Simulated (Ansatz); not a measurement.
## Band structure of HfB2

```
Hf B
1.0
     3.14000    0.00000    0.00000
    -1.57000    2.71932    0.00000
     0.00000    0.00000    3.48000
Hf B
1 2
Direct
  0.00000 0.00000 0.00000
  0.33333 0.66667 0.50000
  0.66667 0.33333 0.50000
```

Atom numbers follow the list: Hf1, B2, B3.

The cell comes from COD entry 1510711, which wasn't checked; take it as a given geometry.

Spin–orbit coupling is left out, though it moves levels of the heavy atoms by tenths of an eV or more.

Level of theory: DFT, PBEsol, all-electron LAPW, scalar-relativistic (Ansatz 0.2.0).

The runs use a Γ-centred 13×13×11 k mesh, Fermi–Dirac smearing of 0.05 eV, basis error target 0.5 meV/atom, no spin polarisation.

Points in fractions of the reciprocal vectors of this cell: Γ (0, 0, 0), M (0.5, 0, 0), K (0.333, 0.333, 0), A (0, 0, 0.5), L (0.5, 0, 0.5), H (0.333, 0.333, 0.5). The path joins them by straight lines in the order Γ–M–K–Γ–A–L–H–A–L; legs that retrace an earlier one aren't tabulated. Energies are in eV from the Fermi level.

**Question.** List the levels at M between -8 and 4.5 eV.

**Answer.** -4.22, -3.44, -2.98, 2.11, 2.60.

**Question.** List the levels at K between -8 and 4.5 eV.

**Answer.** -7.83, -2.67 (×2), 1.65 (×2), 3.34.

**Question.** List the levels at A between -8 and 4.5 eV.

**Answer.** -1.20 (×2), 0.20 (×2), 0.87 (×2), 2.10.

**Question.** What is the band gap?

**Answer.** none: bands cross the Fermi level, a metal.
